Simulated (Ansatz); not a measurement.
This cell of TiSi$_{2}$ (C54 type, space group Fddd) is off equilibrium:

```
CELL_PARAMETERS angstrom
      0.00000     4.11603     4.26094
      2.39020     0.00000     4.26094
      2.39020     4.11603     0.00000
ATOMIC_POSITIONS crystal
  Si 0.66250 0.33750 0.66250
  Si 0.33750 0.66250 0.33750
  Si 0.58750 0.91250 0.58750
  Si 0.91250 0.58750 0.91250
  Ti 0.00000 0.00000 0.00000
  Ti 0.26885 0.23115 0.17892
```

Method: r2SCAN (plane waves to 500 eV, PAW, scalar-relativistic; Ansatz, a first-principles code). k mesh 10×10×10 (Γ-centred), Fermi-Dirac smearing 0.05 eV. E stands for the smeared free energy. Compression counts positive. With partly filled bands, energies and forces of such displacements shift with the k mesh and the smearing. The PAW data are Ansatz's earlier set. TiSi2 is run without spin polarisation. TiSi2 was relaxed with its symmetry unable to fall.

**Question.** Predict the force on every atom, in eV/Å.

**Answer.** 
```
atom      Fx      Fy      Fz
----  ------  ------  ------
Si1   -0.584  -0.296   0.995
Si2   -0.411  -0.307  -0.474
Si3   -1.252  -0.652   0.037
Si4   -0.194  -0.784   0.005
Ti5   -0.709  -0.258  -0.078
Ti6    3.150   2.296  -0.486
```

**Question.** Give the stress tensor in GPa and the pressure.

**Answer.** 
```
    3.4      1.7     -3.0
    1.7      3.2     -2.8
   -3.0     -2.8      2.0
```
The pressure, a third of the trace, is 2.9 GPa.

**Question.** In it atom 6 sits (-0.215, -0.215, 0.000) Å away from its relaxed site. What is its energy relative to the relaxed cell?

**Answer.** 568 meV/cell.

(A displaced cell: forces are minus the slopes of the energy, force constants its curvatures, and phonons follow from these.)
